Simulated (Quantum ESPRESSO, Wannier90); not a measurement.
Wannier functions of GaBi (zinc blende)

Materials Project entry mp-1018126; symmetrised, unrelaxed at this level. Not found in the COD (Crystallography Open Database) copy used; not checked further. Level: LDA, no spin polarisation, no spin-orbit coupling; pw.x of Quantum ESPRESSO at 64 Ry with PseudoDojo potentials, 8×8×8 k-points, Wannier90. Density: 12×12×12 mesh, cold smearing 0.01 Ry. Spin-orbit coupling is left out although heavy elements are present.

```
begin unit_cell_cart
ang
    0.0000000000    3.1826650000    3.1826650000
    3.1826650000    0.0000000000    3.1826650000
    3.1826650000    3.1826650000    0.0000000000
end unit_cell_cart
mp_grid = 8 8 8
```

Which shells of neighbouring k-points and which b-vectors and weights does Wannier90 pick for this cell and mesh?


```
 *---------------------------------- K-MESH ----------------------------------*
 +----------------------------------------------------------------------------+
 |                    Distance to Nearest-Neighbour Shells                    |
 |                    ------------------------------------                    |
 |          Shell             Distance (Ang^-1)          Multiplicity         |
 |          -----             -----------------          ------------         |
 |             1                   0.213712                      8            |
 |             2                   0.246774                      6            |
 |             3                   0.348991                     12            |
 |             4                   0.409228                     24            |
 |             5                   0.427425                      8            |
 |             6                   0.493547                      6            |
 |             7                   0.537831                     24            |
 |             8                   0.551803                     24            |
       ... (lines left out)
 +----------------------------------------------------------------------------+
 | The b-vectors are chosen automatically                                     |
 | The following shells are used:                       1                     |
 +----------------------------------------------------------------------------+
 |                        Shell   # Nearest-Neighbours                        |
 |                        -----   --------------------                        |
 |                          1               8                                 |
 +----------------------------------------------------------------------------+
 | Completeness relation is fully satisfied [Eq. (B1), PRB 56, 12847 (1997)]  |
 +----------------------------------------------------------------------------+
 |                  b_k Vectors (Ang^-1) and Weights (Ang^2)                  |
 |                  ----------------------------------------                  |
 |            No.         b_k(x)      b_k(y)      b_k(z)        w_b           |
 |            ---        --------------------------------     --------        |
 |             1         0.123387    0.123387   -0.123387     8.210547        |
 |             2         0.123387   -0.123387    0.123387     8.210547        |
 |             3        -0.123387    0.123387    0.123387     8.210547        |
 |             4         0.123387    0.123387    0.123387     8.210547        |
 |             5        -0.123387   -0.123387    0.123387     8.210547        |
 |             6        -0.123387    0.123387   -0.123387     8.210547        |
 |             7         0.123387   -0.123387   -0.123387     8.210547        |
 |             8        -0.123387   -0.123387   -0.123387     8.210547        |
```
